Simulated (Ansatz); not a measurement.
Na:
```xyz
1
Lattice="-2.0985 2.0985 2.0985 2.0985 -2.0985 2.0985 2.0985 2.0985 -2.0985" Properties=species:S:1:pos:R:3 pbc="T T T"
Na     0.0000     0.0000     0.0000
```

Relaxed with PBE. Special points in fractions of this cell's reciprocal vectors: Γ (0.000, 0.000, 0.000); H (0.500, -0.500, 0.500); N (0.000, 0.000, 0.500); P (0.250, 0.250, 0.250).

Question: List the band energies nearest the Fermi level at these points for the program Ansatz at the PBE level (PAW).

Answer: In eV from the Fermi level; about four levels below and three above (degenerate sets whole), none deeper than 8.9 eV; … stands for higher levels left out; points with the same levels are listed once.

| k | below | above |
|---|---|---|
| Γ | -3.26 | 11.77 11.77 11.77 |
| H | – | 4.55 4.55 … |
| N | – | 0.78 1.25 8.24 |
| P | – | 2.74 2.74 2.74 |

Space group Im-3m (bcc (W type)). The PBE relaxation kept the symmetry of its start.

Potentials: the earlier of the program's two PAW sets.
